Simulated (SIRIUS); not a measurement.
Set-up for a self-consistent single point of NbP (I4_1md, 8 atoms in the cell; from Materials Project mp-9339, changed as shown).

```xyz
8
Lattice="3.2198 0.0000 0.0000 0.0000 3.2198 0.0000 0.0000 0.0000 11.0346" Properties=species:S:1:pos:R:3 pbc="T T T"
Nb     1.6099     1.6099    11.0333
Nb     1.6099     0.0000     2.7573
Nb     0.0000     0.0000     5.5160
Nb     0.0000     1.6099     8.2746
P      0.0000     0.0000     0.9131
P      1.6099     0.0000     9.1891
P      1.6099     1.6099     6.4304
P      0.0000     1.6099     3.6718
```

Method: PBE, PseudoDojo 0.5 standard norm-conserving PBE (tails mended) pseudopotentials (plane waves; SIRIUS 7.12.0).

SIRIUS settings:

- parameters.ngridk: 12 12 4
- parameters.xc_functionals: [XC_GGA_X_PBE, XC_GGA_C_PBE]
- parameters.gk_cutoff: 9.055 1/bohr
- parameters.pw_cutoff: 18.111 1/bohr
- parameters.smearing: fermi_dirac
- parameters.smearing_width: 0.00499791 Ha
- potentials: PseudoDojo 0.5 standard norm-conserving PBE (tails mended) pseudopotentials
- parameters.electronic_structure_method: pseudopotential
- parameters.num_bands: 43
- parameters.num_mag_dims: 0
- parameters.num_dft_iter: 100
- parameters.energy_tol: 1e-07 Ha
- parameters.density_tol: 1e-06
- mixer.type: anderson
- mixer.beta: 0.3
- mixer.use_hartree: false

Results:

```
Item                                                     Result
------------------------------------------------  -------------
Number of valence electrons                                  72
Number of bands                                              43
Number of k-points after the program's reduction             84
Number of plane waves (most at a k-point)                  9740
Number of SCF iterations                                     36
FFT grid                                          40 × 40 × 125
Free energy E − TS                                -7540.5597 eV
Fermi level (on the code's own zero)                   17.18 eV
Pressure                                              27.30 GPa
Largest force (vector length)                        0.060 eV/Å
```

Forces (eV/Å):
```json
[
 {"atom": "Nb1", "Fx": "0.000", "Fy": "0.000", "Fz": "0.060"},
 {"atom": "Nb2", "Fx": "0.000", "Fy": "0.000", "Fz": "0.060"},
 {"atom": "Nb3", "Fx": "0.000", "Fy": "0.000", "Fz": "0.060"},
 {"atom": "Nb4", "Fx": "0.000", "Fy": "0.000", "Fz": "0.060"},
 {"atom": "P5", "Fx": "0.000", "Fy": "0.000", "Fz": "-0.060"},
 {"atom": "P6", "Fx": "0.000", "Fy": "0.000", "Fz": "-0.060"},
 {"atom": "P7", "Fx": "0.000", "Fy": "0.000", "Fz": "-0.060"},
 {"atom": "P8", "Fx": "0.000", "Fy": "0.000", "Fz": "-0.060"}
]
```

Stress (GPa, positive for compression):
```
28.81   0.00   0.00
 0.00  28.81   0.00
 0.00   0.00  24.29
```

For comparison: a first run was changed to give this one (lattice scaled by 0.98), and from it to this one the free energy goes up by 105 meV/atom, the pressure goes from 11.21 to 27.30 GPa and the largest force goes from 0.032 to 0.060 eV/Å.

The structure comes from a collection of computed structures, made at another level of theory; the collection holds predicted forms beside known ones. Its lattice was then scaled. At this pressure the cell is far from its equilibrium volume at this level.

Cost on one core: very roughly 10 core-minutes.

“Tails mended”: in these copies of the files the far tail of each local potential was reset to the Coulomb form.
